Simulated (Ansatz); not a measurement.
Relaxed-ion elastic tensor of C in space group Ia-3 (No. 206; C on 16c) in GPa (Voigt order), DFT-r²SCAN in the program Ansatz with PAW potentials; density 3.57 g/cm³, 5.58 Å³ per atom.

```
1140  31.6  31.6   0.0   0.0   0.0
31.6  1140  31.6   0.0   0.0   0.0
31.6  31.6  1140   0.0   0.0   0.0
 0.0   0.0   0.0   524   0.0   0.0
 0.0   0.0   0.0   0.0   524   0.0
 0.0   0.0   0.0   0.0   0.0   524
```

**Question.** Is the crystal mechanically stable?

**Answer.** Yes: the smallest eigenvalue of C is 524 GPa.

**Question.** Work out the Voigt, Reuss and Hill averages.

**Answer.** K_V = 400, K_R = 400, K_H = 400; G_V = 535, G_R = 535, G_H = 535 GPa.

**Question.** Give Young's modulus, Poisson's ratio, Pugh's ratio and the universal anisotropy index.

**Answer.** E = 9KG/(3K + G) = 1110 GPa; ν = 0.04; K/G = 0.75 (brittle by the Pugh limit of 1.75); A_U = 5G_V/G_R + K_V/K_R − 6 = 0.00.

**Question.** Estimate the sound speeds and the Debye temperature.

**Answer.** v_l = √((K + 4G/3)/ρ) = 17600 m/s, v_t = √(G/ρ) = 12200 m/s, mean 13300 m/s; Θ = (h/k)(3n/4πV)^(1/3) v_m = 2230 K.

**Question.** Give the Zener ratio and Young's modulus along [100], [110] and [111].

**Answer.** A = 2C44/(C11 − C12) = 0.95; 1/E = S11 − 2(S11 − S12 − S44/2)Γ with Γ = 0, 1/4, 1/3 gives 1130, 1100, 1090 GPa.

The start of the workflow was typed in or built on a structure type; neither database checked (COD, Materials Project) lists it. It is not the phase usual at ambient conditions (space group No. 194, 227). Symmetry was held in the r²SCAN relaxation; its stability against distortions is not shown here.

Potentials: the earlier of the program's two PAW sets.
